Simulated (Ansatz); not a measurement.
Ca2C in the antifluorite structure, relaxed with r2SCAN, was run in Ansatz 0.2.0 under altered settings. All numbers are computed, without spin polarisation but where a row says otherwise.

```yaml
crystal:
  lattice:
    - [0.00000, 3.12858, 3.12858]
    - [3.12858, 0.00000, 3.12858]
    - [3.12858, 3.12858, 0.00000]
  atoms:
    - { symbol: C, position: [0.00000, 0.00000, 0.00000] }
    - { symbol: Ca, position: [0.25000, 0.25000, 0.25000] }
    - { symbol: Ca, position: [0.75000, 0.75000, 0.75000] }
```

The base run's other keys:
```yaml
kpoints:
  mp_grid: { grid: [4, 4, 4] }
hamiltonian:
  xc: hse06
scf:
  occupations: { method: fixed }
  n_extra_bands: 4
```

It takes 16 iterations with 1243 plane waves at 420 eV and 8 k points, and leaves a mean stress of +0.35 GPa. The gap over this mesh is 0.825 eV.

Outcomes, with energy and stress as changes against the base:
```
                                    setting        outcome  ΔF (meV/atom)  Δ mean stress (GPa)  gap on the mesh (eV)  iterations
PBE hybrid, exx coeff 0.2, omega 0.2078 1/Å      converged              –                 +0.1                 0.692          15
   PBE hybrid, exx coeff 0.3, omega 0.3 1/Å      converged              –                  0.0                 0.765          16
                         hamiltonian.xc: hf      converged              –                 +5.2                 6.194          30
      PBE hybrid, exx coeff 0.1, unscreened      converged              –                 +0.2                 0.697          13
             scf.occupations: fermi_dirac 4  not converged              –                    –                     –          26
                      scf.mixing.beta: -0.3        refused              –                    –                     –           –
```
A dash marks a value that wasn't obtained or can't be compared. Stress is positive in compression.

- PBE hybrid, exx coeff 0.2, omega 0.2078 1/Å. That is 20 % exact exchange, screened with ω = 0.2078 1/Å, against HSE06's 25 % screened at 0.208 1/Å. The mean stress moves by +0.1 GPa and the gap on the mesh by -0.133 eV (to 0.692). Totals of different functionals aren't comparable.
- PBE hybrid, exx coeff 0.3, omega 0.3 1/Å. That is 30 % exact exchange, screened with ω = 0.3 1/Å, against HSE06's 25 % screened at 0.208 1/Å. The mean stress moves by 0.0 GPa and the gap on the mesh by -0.061 eV (to 0.765). Totals of different functionals aren't comparable.
- hamiltonian.xc: hf. The mean stress moves by +5.2 GPa and the gap on the mesh by +5.368 eV (to 6.194). It's another functional on the same cell, so totals aren't comparable.
- PBE hybrid, exx coeff 0.1, unscreened. That is 10 % exact exchange, at all ranges, against HSE06's 25 % screened at 0.208 1/Å. The mean stress moves by +0.2 GPa and the gap on the mesh by -0.129 eV (to 0.697). Totals of different functionals aren't comparable.
- scf.occupations: fermi_dirac 4. The iterations end on a state that fails one of the program's checks, so there is no result. Error: refused after 3 iterations: little_group_invariance = 2.81e-1 (threshold 2.00e-3); the state that met every other criterion of the hybrid outer loop has lost the crystal's symmetry and is not regaining it fast enough for `scf.exx.max_outer_iter` (outer cycles, not inner-SCF steps) […]
- scf.mixing.beta: -0.3. It is rejected at once. Error: invalid value for `scf.mixing.beta`: must be finite and in (0, 1]; got -0.3

The program warns that its thresholds are loose for a hybrid's stress.

The meshes of the hybrids are coarse, so their gaps aren't converged to the digits shown.
